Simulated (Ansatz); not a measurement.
Relaxed-ion elastic tensor of CaO (rock salt, Fm-3m) in GPa (Voigt order), PBEsol in the plane-wave PAW code Ansatz; density 3.44 g/cm³, 13.54 Å³ per atom.

```tsv
	1	2	3	4	5	6
1	228	59.3	59.3	0.0	0.0	0.0
2	59.3	228	59.3	0.0	0.0	0.0
3	59.3	59.3	228	0.0	0.0	0.0
4	0.0	0.0	0.0	77.4	0.0	0.0
5	0.0	0.0	0.0	0.0	77.4	0.0
6	0.0	0.0	0.0	0.0	0.0	77.4
```

Question: Is the crystal mechanically stable?

Answer: Yes: the smallest eigenvalue of C is 77.4 GPa.

Question: Work out the Voigt, Reuss and Hill averages.

Answer: K_V = 116, K_R = 116, K_H = 116; G_V = 80.2, G_R = 80.1, G_H = 80.2 GPa.

Question: Give Young's modulus, Poisson's ratio, Pugh's ratio and the universal anisotropy index.

Answer: E = 9KG/(3K + G) = 195 GPa; ν = 0.22; K/G = 1.44 (brittle by the Pugh limit of 1.75); A_U = 5G_V/G_R + K_V/K_R − 6 = 0.01.

Question: Estimate the sound speeds and the Debye temperature.

Answer: v_l = √((K + 4G/3)/ρ) = 8040 m/s, v_t = √(G/ρ) = 4830 m/s, mean 5340 m/s; Θ = (h/k)(3n/4πV)^(1/3) v_m = 667 K.

Question: Give the Zener ratio and Young's modulus along [100], [110] and [111].

Answer: A = 2C44/(C11 − C12) = 0.92; 1/E = S11 − 2(S11 − S12 − S44/2)Γ with Γ = 0, 1/4, 1/3 gives 204, 193, 190 GPa.

Symmetry was held in the PBEsol relaxation.

Potentials: the later of the program's two PAW sets.
